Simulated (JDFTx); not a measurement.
An input for JDFTx (a modified build) (Al(111), linear PCM (GLSSA13), water, 1 M KF; bohr, hartree) and the course of its log:

```
lattice \
  5.3969723774 2.6984861982 0.0000000000 \
  0.0000000000 4.6739151820 0.0000000000 \
  0.0000000000 0.0000000000 56.6917837388
coords-type Lattice
ion Al 0.0000000000 0.0000000000 -0.2331877320 0
ion Al 0.3333333333 0.3333333333 -0.1554584880 0
ion Al 0.6666666667 0.6666666667 -0.0777292440 0
ion Al 0.0000000000 0.0000000000 0.0000000000 0
ion Al 0.3333333333 0.3333333333 0.0777292440 0
ion Al 0.6666666667 0.6666666667 0.1554584880 0
ion Al 0.0000000000 0.0000000000 0.2331877320 0
ion-species pseudo/al_pbe_v1.upf
elec-cutoff 20 100
elec-ex-corr gga-PBE
coulomb-interaction Slab 001
coulomb-truncation-embed 0 0 0
kpoint-folding 8 8 1
elec-smearing Fermi 0.01
elec-n-bands 22
electronic-scf nIterations 100 energyDiffThreshold 1e-08
fluid LinearPCM
pcm-variant GLSSA13
fluid-solvent H2O
fluid-cation K+ 1
fluid-anion F- 1
fluid-minimize nIterations 400 knormThreshold 1e-11
wavefunction read vac.wfns
elec-initial-eigenvals vac.eigenvals
dump-name f0.$VAR
dump End State Ecomponents EigStats BandEigs Forces ElecDensity IonicPositions Fillings Kpoints Dtot FluidDebug BoundCharge FluidDensity
```

```
[one cycle in 5 is shown, and the last three; fluid-solver lines are left out]
	FillingsUpdate:  mu: -0.139283943  nElectrons: 21.000000
SCF: Cycle:  0   F: -14.696990791244843   dF: -7.211e-06   |Residual|: 3.574e-04   |deigs|: 5.702e-05
	FillingsUpdate:  mu: -0.139008255  nElectrons: 21.000000
SCF: Cycle:  5   F: -14.696992518650822   dF: +8.457e-08   |Residual|: 2.820e-05   |deigs|: 6.461e-05
	FillingsUpdate:  mu: -0.138991140  nElectrons: 21.000000
SCF: Cycle: 10   F: -14.696992354645666   dF: +2.419e-07   |Residual|: 4.450e-05   |deigs|: 7.540e-05
	FillingsUpdate:  mu: -0.139040115  nElectrons: 21.000000
SCF: Cycle: 15   F: -14.696992599880955   dF: +1.250e-08   |Residual|: 1.310e-05   |deigs|: 1.719e-05
	FillingsUpdate:  mu: -0.139082002  nElectrons: 21.000000
SCF: Cycle: 20   F: -14.696992526154439   dF: -9.091e-08   |Residual|: 3.038e-05   |deigs|: 7.991e-06
	FillingsUpdate:  mu: -0.139080737  nElectrons: 21.000000
SCF: Cycle: 25   F: -14.696992482463193   dF: +4.895e-08   |Residual|: 3.021e-05   |deigs|: 3.097e-06
	FillingsUpdate:  mu: -0.139077138  nElectrons: 21.000000
SCF: Cycle: 30   F: -14.696992557342188   dF: -1.884e-07   |Residual|: 2.486e-05   |deigs|: 1.109e-05
	FillingsUpdate:  mu: -0.139063491  nElectrons: 21.000000
SCF: Cycle: 35   F: -14.696992531340562   dF: -2.606e-08   |Residual|: 3.463e-05   |deigs|: 1.389e-05
	FillingsUpdate:  mu: -0.139076875  nElectrons: 21.000000
SCF: Cycle: 40   F: -14.696992546119681   dF: +6.170e-08   |Residual|: 2.490e-05   |deigs|: 3.291e-05
	FillingsUpdate:  mu: -0.139068315  nElectrons: 21.000000
SCF: Cycle: 45   F: -14.696992402820873   dF: +1.639e-07   |Residual|: 3.719e-05   |deigs|: 8.554e-06
	FillingsUpdate:  mu: -0.139055241  nElectrons: 21.000000
SCF: Cycle: 50   F: -14.696992599220337   dF: +2.665e-08   |Residual|: 1.365e-05   |deigs|: 1.160e-05
	FillingsUpdate:  mu: -0.139064039  nElectrons: 21.000000
SCF: Cycle: 55   F: -14.696992602905603   dF: -3.576e-08   |Residual|: 2.102e-05   |deigs|: 3.263e-06
	FillingsUpdate:  mu: -0.139072839  nElectrons: 21.000000
SCF: Cycle: 60   F: -14.696992558969461   dF: +1.094e-08   |Residual|: 2.235e-05   |deigs|: 1.717e-05
	FillingsUpdate:  mu: -0.139083997  nElectrons: 21.000000
SCF: Cycle: 65   F: -14.696992458596952   dF: -1.113e-09   |Residual|: 3.560e-05   |deigs|: 6.603e-07
	FillingsUpdate:  mu: -0.139067526  nElectrons: 21.000000
SCF: Cycle: 70   F: -14.696992538711395   dF: +2.941e-08   |Residual|: 2.301e-05   |deigs|: 5.925e-06
	FillingsUpdate:  mu: -0.139068224  nElectrons: 21.000000
SCF: Cycle: 75   F: -14.696992572442216   dF: +4.788e-08   |Residual|: 1.987e-05   |deigs|: 1.406e-05
	FillingsUpdate:  mu: -0.139060453  nElectrons: 21.000000
SCF: Cycle: 80   F: -14.696992615377674   dF: -9.082e-08   |Residual|: 1.143e-05   |deigs|: 1.691e-05
	FillingsUpdate:  mu: -0.139034021  nElectrons: 21.000000
SCF: Cycle: 85   F: -14.696992621022817   dF: -5.222e-08   |Residual|: 1.200e-05   |deigs|: 1.469e-05
	FillingsUpdate:  mu: -0.139050309  nElectrons: 21.000000
SCF: Cycle: 90   F: -14.696992624122128   dF: -3.317e-08   |Residual|: 9.076e-06   |deigs|: 6.269e-06
	FillingsUpdate:  mu: -0.139041448  nElectrons: 21.000000
SCF: Cycle: 95   F: -14.696992625898108   dF: -1.270e-08   |Residual|: 5.605e-06   |deigs|: 1.919e-05
	FillingsUpdate:  mu: -0.139088504  nElectrons: 21.000000
SCF: Cycle: 97   F: -14.696992501249420   dF: +7.485e-08   |Residual|: 2.674e-05   |deigs|: 5.024e-05
	FillingsUpdate:  mu: -0.139068582  nElectrons: 21.000000
SCF: Cycle: 98   F: -14.696992575043014   dF: -7.379e-08   |Residual|: 2.130e-05   |deigs|: 1.925e-05
	FillingsUpdate:  mu: -0.139064449  nElectrons: 21.000000
SCF: Cycle: 99   F: -14.696992544991208   dF: +3.005e-08   |Residual|: 2.250e-05   |deigs|: 4.143e-06
SCF: None of the convergence criteria satisfied after 100 iterations.
IonicMinimize: Iter:   0  F: -14.696992544991208  |grad|_K:  0.000e+00
IonicMinimize: Converged (|grad|_K<1.000000e-04).
```

This run gave no converged result. The loop ran out of cycles short of its threshold. It has stalled and not diverged: the last ten energies span 2e-07 Ha, so the total is near its end, but levels, forces and charges aren't shown converged.
